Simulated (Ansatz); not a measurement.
LaMg2:
```xyz
6
Lattice="0.0000 4.3972 4.3972 4.3972 0.0000 4.3972 4.3972 4.3972 0.0000" Properties=species:S:1:pos:R:3 pbc="T T T"
La     2.1986     2.1986     2.1986
La     0.0000     0.0000     0.0000
Mg     5.4965     5.4965     5.4965
Mg     5.4965     3.2979     3.2979
Mg     3.2979     3.2979     5.4965
Mg     3.2979     5.4965     3.2979
```

Relaxed with r²SCAN.

Question: Give the Bader charges and basin volumes of the independent atoms, r²SCAN in the plane-wave PAW code Ansatz.

Answer: 

| atom | Bader charge (e) | Bader volume (Å³) |
|---|---|---|
| La1 | +0.79 | 31.8 |
| Mg3 | -0.40 | 26.6 |

Space group Fd-3m (cubic Laves (MgCu2 type)). The workflow started from an entry of the Crystallography Open Database (COD, 295 K). Its standing as an ambient phase is unchecked. The cell was relaxed with r²SCAN under the symmetry of its start; its stability against distortions is not shown here. Scalar-relativistic: spin–orbit coupling is off unless named, which matters more the heavier the elements.

Potentials: the later of the program's two PAW sets.
